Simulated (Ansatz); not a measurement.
**MgS (Fm-3m): gap, valleys and masses**

```xyz
2
Lattice="0.0000 2.5642 2.5642 2.5642 0.0000 2.5642 2.5642 2.5642 0.0000" Properties=species:S:1:pos:R:3 pbc="T T T"
Mg    0.0000    0.0000    0.0000
S     2.5642    2.5642    2.5642
```

The conventional cell has a = 5.128 Å, b = 5.128 Å, c = 5.128 Å, α = 90.00°, β = 90.00°, γ = 90.00°. Mg (atom 1) is surrounded by 6 S at 2.56 Å. S (atom 2) is surrounded by 6 Mg at 2.56 Å.

Unless marked otherwise, the numbers come from LDA, all-electron LAPW in Ansatz 0.2.0, scalar-relativistic. k mesh 8×8×8, fixed occupations, basis error target 1 meV/atom. The cell was relaxed by PAW under this functional, which moved its volume by -4 % from the database entry's.

Extrema are searched on a 14×14×14 mesh and refined by Newton steps; masses come from band slopes 0.005 Å⁻¹ away, 1/m* = (1/ħ²) d²E/dk², negative for holes (the finite step makes the lightest masses up to about 3 % heavy). k is in units of the reciprocal vectors.

**Question.** Where are the band edges, and is the gap direct?

**Answer.** The valence maximum lies at Gamma (0.000, 0.000, 0.000) and the conduction minimum at X (0.000, -0.500, -0.500), so the Kohn-Sham gap of 2.651 eV is indirect; the least direct gap on the mesh is 3.831 eV.

**Question.** What are the electron masses at the edge?

**Answer.** The principal masses are 0.285, 0.285, 0.529 mₑ. One valley has a density-of-states mass (m₁m₂m₃)^(1/3) = 0.35; 3 valleys give N^(2/3) times that, 0.728; the direction-averaged conductivity mass 3/Σ(1/mᵢ) is 0.336 mₑ.

**Question.** Several bands lie at or near the hole edge, or its surface isn't an ellipsoid. What are the masses by direction?

**Answer.** 

```json
{"direction": "100", "branch from the edge": "1", "its level at the point (eV from the edge)": "0.000", "m*/mₑ": "-0.888"}
{"direction": "100", "branch from the edge": "2", "its level at the point (eV from the edge)": "0.000", "m*/mₑ": "-0.888"}
{"direction": "100", "branch from the edge": "3", "its level at the point (eV from the edge)": "0.000", "m*/mₑ": "-0.247"}
{"direction": "110", "branch from the edge": "1", "its level at the point (eV from the edge)": "0.000", "m*/mₑ": "-8.41"}
{"direction": "110", "branch from the edge": "2", "its level at the point (eV from the edge)": "0.000", "m*/mₑ": "-0.887"}
{"direction": "110", "branch from the edge": "3", "its level at the point (eV from the edge)": "0.000", "m*/mₑ": "-0.198"}
{"direction": "111", "branch from the edge": "1", "its level at the point (eV from the edge)": "0.000", "m*/mₑ": "-2.2"}
{"direction": "111", "branch from the edge": "2", "its level at the point (eV from the edge)": "0.000", "m*/mₑ": "-2.2"}
{"direction": "111", "branch from the edge": "3", "its level at the point (eV from the edge)": "0.000", "m*/mₑ": "-0.186"}
{"direction": "11-2", "branch from the edge": "1", "its level at the point (eV from the edge)": "0.000", "m*/mₑ": "-2.46"}
{"direction": "11-2", "branch from the edge": "2", "its level at the point (eV from the edge)": "0.000", "m*/mₑ": "-1.26"}
{"direction": "11-2", "branch from the edge": "3", "its level at the point (eV from the edge)": "0.000", "m*/mₑ": "-0.196"}
```

**Question.** Along the Cartesian direction 001 the conduction slope is 0.1339 eV·Å one step out. What is it four steps out, and what does that say?

**Answer.** 0.5347 eV·Å, 3.994 times the first; a parabola would give 4, so the band is nearly parabolic here.

**Question.** What electronic dielectric constant and refractive index follow from the same bands (independent particles)?

**Answer.** ε∞ = (6.16, 6.16, 6.16), so n ≈ √ε∞ = 2.48 (mean over directions) well under the gap and the normal reflectivity is ((n − 1)/(n + 1))² = 0.181. Local fields, left out here, lower ε∞ by several per cent.

**Question.** What gap does PAW give in the same cell?

**Answer.** 2.649 eV, -2 meV from the LAPW value.

**Question.** Cells strained by ±0.5 % (all lengths, zz alone, equal engineering shears γ in yz, zx, xy; ions relaxed) give deformation potentials. How do the edge levels move, in eV per unit strain against the centre of the top valence set?

**Answer.** 

```json
{"point": "Gamma", "k": "0.00 0.00 0.00", "side": "valence", "bands": "3", "level (eV)": "0.000", "d/dlnV": "0.00", "d/dε_zz": "0.00", "d/dγ": "0.00*", "split/ε_zz": "4.45", "split/γ": "14.32"}
{"point": "Gamma", "k": "0.00 0.00 0.00", "side": "conduction", "bands": "1", "level (eV)": "3.831", "d/dlnV": "-8.25", "d/dε_zz": "-8.25", "d/dγ": "-0.01*", "split/ε_zz": "–", "split/γ": "–"}
{"point": "X", "k": "0.00 -0.50 -0.50", "side": "valence", "bands": "2", "level (eV)": "-1.802", "d/dlnV": "2.35", "d/dε_zz": "0.76", "d/dγ": "0.00*", "split/ε_zz": "8.82", "split/γ": "13.31"}
{"point": "X", "k": "0.00 -0.50 -0.50", "side": "conduction", "bands": "1", "level (eV)": "2.651", "d/dlnV": "-2.03", "d/dε_zz": "-3.92", "d/dγ": "0.00*", "split/ε_zz": "–", "split/γ": "–"}
{"point": "X", "k": "-0.50 -0.50 0.00", "side": "valence", "bands": "2", "level (eV)": "-1.802", "d/dlnV": "2.35", "d/dε_zz": "5.52", "d/dγ": "0.00*", "split/ε_zz": "0.00", "split/γ": "13.31"}
{"point": "X", "k": "-0.50 -0.50 0.00", "side": "conduction", "bands": "1", "level (eV)": "2.651", "d/dlnV": "-2.03", "d/dε_zz": "1.75", "d/dγ": "0.00*", "split/ε_zz": "–", "split/γ": "–"}
{"point": "L", "k": "-0.50 0.00 0.00", "side": "valence", "bands": "2", "level (eV)": "-0.645", "d/dlnV": "1.24", "d/dε_zz": "1.24", "d/dγ": "-2.41", "split/ε_zz": "3.12", "split/γ": "8.03"}
{"point": "L", "k": "-0.50 0.00 0.00", "side": "conduction", "bands": "1", "level (eV)": "4.432", "d/dlnV": "-1.40", "d/dε_zz": "-1.40", "d/dγ": "-3.63", "split/ε_zz": "–", "split/γ": "–"}
{"point": "L", "k": "-0.50 -0.50 -0.50", "side": "valence", "bands": "2", "level (eV)": "-0.645", "d/dlnV": "1.24", "d/dε_zz": "1.24", "d/dγ": "7.24", "split/ε_zz": "3.12", "split/γ": "0.00"}
{"point": "L", "k": "-0.50 -0.50 -0.50", "side": "conduction", "bands": "1", "level (eV)": "4.432", "d/dlnV": "-1.40", "d/dε_zz": "-1.40", "d/dγ": "10.87", "split/ε_zz": "–", "split/γ": "–"}
```

For the triplet at Γ the single level moves against the pair by 3bε_zz and by 3√3 d (γ/2), so b = 1.48 eV and d = -5.51 eV.

Sets with another level within 0.15 eV are left out, since it mixes in under strain; the reference set stays in any case. Entries marked * vanish by symmetry to first order; what they show is the residue of the finite step. These cells use a basis error target of 0.5 meV/atom.

Keep in mind: semilocal gaps are low, and what follows the gap (onsets, screening, light masses) shifts with it; without spin-orbit coupling, bands that meet at the valence top are not the light and heavy holes of experiment; the frozen-core PAW files of the compared runs were fitted under PBE, their cores solved anew for this functional.
